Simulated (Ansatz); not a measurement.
This cell of FePt (CuAu type, space group P4/mmm) is off equilibrium:

```xyz
4
Lattice="5.4601 0.0000 0.0000 0.0000 2.7301 0.0000 0.0000 0.0000 3.7639" Properties=species:S:1:pos:R:3 pbc="T T T"
Fe     1.3650     1.3650     1.8819
Fe     4.0951     1.3650     1.8819
Pt    -0.1094    -0.1094     0.1508
Pt     2.7301     0.0000     0.0000
```

All values below come from PBE (plane waves to 420 eV, PAW, scalar-relativistic; Ansatz, a first-principles code). k mesh 7×14×10 (Γ-centred), Fermi-Dirac smearing 0.05 eV. Energies are smeared free energies. Stress and pressure are positive under compression. With partly filled bands, energies and forces of such displacements shift with the k mesh and the smearing. FePt was relaxed with its symmetry unable to fall. Relaxed FePt ends ferromagnetic. Spin-orbit coupling is left out, though Pt is heavy. The magnetic order is the one the run started from; other orders were not tried.

**Question.** Predict the force on every atom, in eV/Å.

**Answer.** 
```json
[
 {"atom": "Fe1", "Fx": "-0.084", "Fy": "-0.197", "Fz": "0.464"},
 {"atom": "Fe2", "Fx": "-0.430", "Fy": "-0.325", "Fz": "0.916"},
 {"atom": "Pt3", "Fx": "1.610", "Fy": "0.559", "Fz": "-1.238"},
 {"atom": "Pt4", "Fx": "-1.096", "Fy": "-0.038", "Fz": "-0.142"}
]
```

**Question.** What is the stress tensor (GPa)?

**Answer.** 
```
    2.9      0.1     -1.2
    0.1      1.6     -1.5
   -1.2     -1.5      2.5
```
The pressure, a third of the trace, is 2.3 GPa.

**Question.** In it atom 3 sits (-0.109, -0.109, 0.151) Å away from its relaxed site. What is its energy relative to the relaxed cell?

**Answer.** 201 meV/cell.

(A displaced cell: forces are minus the slopes of the energy, force constants its curvatures, and phonons follow from these.)
